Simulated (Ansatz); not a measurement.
## fcc against bcc along group 15

Level of theory: Ansatz 0.2.0, DFT, LDA (PW92), plane waves (420 eV) with PAW, scalar-relativistic. (PAW data from PBE, frozen cores regenerated.)

Each structure is relaxed within its symmetry, in the lowest magnetic state of the tried starts. Differences under about 8 meV lie within the error of the k-point mesh.

```tsv
element	E(fcc) − E(bcc) (meV/atom)	V(fcc) (Å³/atom)	V(bcc) (Å³/atom)	state of fcc	state of bcc
P	170	13.86	13.59	spin not included	spin not included
As	114	18.15	17.84	spin not included	spin not included
Sb	95	25.71	25.52	spin not included	spin not included
Bi	64	29.53	29.40	spin not included	spin not included
```
